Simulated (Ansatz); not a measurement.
PbS:
Space group Cmcm (No. 63); a = 4.141 Å, b = 11.824 Å, c = 4.261 Å, α = β = γ = 90.00°

```
atom  site  symmetry       x       y       z
----  ----  --------  ------  ------  ------
Pb      4c       m2m  0.0000  0.1286  0.7500
S       4c       m2m  0.0000  0.6447  0.2500
```
(The calculation used a cell of 4 atoms; values per cell refer to that cell.)

Relaxed with r²SCAN+D4.

Q: Which orbitals make up the states near the band edges in r²SCAN+D4 (plane waves, PAW; program Ansatz)?

A: Top 1 eV of the valence band: S 3p 73 %, Pb 6s 14 %, Pb 6p 10 %. Bottom 1 eV of the conduction band: Pb 6p 70 %, S 3s 11 %, S 3p 10 %, Pb 6s 5 %. Projections are on Löwdin-orthogonalised atomic valence shells; empty p or d shells of many metals are not among them.

Q: Tabulate the density of states.

A: States/eV per cell of 4 atoms, in 0.25 eV bins, energy from the valence-band maximum.

```tsv
E (eV)	total	S 3p	Pb 6p	Pb 6s
-7.89	2.31	0.42	0.08	1.68
-7.64	2.35	0.42	0.07	1.71
-7.39	2.59	0.44	0.06	1.87
-7.14	2.18	0.35	0.04	1.55
-6.89	0.78	0.14	0.01	0.49
-6.64	0.60	0.10	0.01	0.37
-6.39	0.47	0.07	0.01	0.29
-6.14	0.38	0.04	0.01	0.24
-5.89	0.23	0.03	0.00	0.14
-5.64	0.02	0.00	0.00	0.01
-5.39	0.00	0.00	0.00	0.00
-5.14	0.00	0.00	0.00	0.00
-4.89	0.00	0.00	0.00	0.00
-4.64	0.07	0.04	0.03	0.00
-4.39	0.87	0.50	0.35	0.01
-4.14	1.19	0.69	0.45	0.02
-3.89	1.38	0.81	0.50	0.03
-3.64	1.63	0.99	0.56	0.04
-3.39	1.96	1.23	0.64	0.04
-3.14	2.85	1.87	0.87	0.05
-2.89	3.09	2.08	0.88	0.07
-2.64	2.94	2.04	0.76	0.07
-2.39	3.07	2.18	0.72	0.09
-2.14	3.44	2.52	0.71	0.13
-1.89	3.89	2.96	0.66	0.16
-1.64	5.08	4.05	0.69	0.23
-1.39	4.73	3.93	0.50	0.21
-1.14	2.06	1.55	0.26	0.21
-0.89	2.83	2.01	0.35	0.40
-0.64	4.73	3.55	0.45	0.61
-0.39	2.04	1.49	0.18	0.32
-0.14	0.16	0.11	0.01	0.03
0.11	0.00	0.00	0.00	0.00
0.36	0.00	0.00	0.00	0.00
0.61	0.00	0.00	0.00	0.00
0.86	0.00	0.00	0.00	0.00
1.11	0.00	0.00	0.00	0.00
1.36	0.03	0.00	0.02	0.00
1.61	0.28	0.02	0.21	0.02
1.86	1.05	0.10	0.73	0.07
2.11	1.30	0.15	0.90	0.06
2.36	1.88	0.22	1.35	0.06
2.61	2.28	0.27	1.67	0.06
2.86	2.27	0.33	1.62	0.05
3.11	2.30	0.38	1.61	0.05
3.36	2.45	0.43	1.72	0.05
3.61	2.73	0.47	1.96	0.05
3.86	2.89	0.52	2.04	0.05
4.11	3.05	0.60	2.09	0.05
4.36	2.73	0.55	1.84	0.04
4.61	2.49	0.50	1.63	0.03
4.86	2.62	0.53	1.63	0.03
5.11	2.87	0.59	1.76	0.03
5.36	3.11	0.67	1.96	0.03
5.61	2.76	0.59	1.67	0.02
5.86	3.13	0.60	1.83	0.01
6.11	3.29	0.63	1.96	0.01
```

The workflow started from a Materials Project entry (that database holds measured and hypothetical structures alike); the Crystallography Open Database copy checked does not list it. It is not the phase usual at ambient conditions (space group No. 225). The r²SCAN+D4 relaxation kept the symmetry of its start; its stability against distortions is not shown here. Spin–orbit coupling is left out wherever it is not named.

Potentials: the later of the program's two PAW sets.
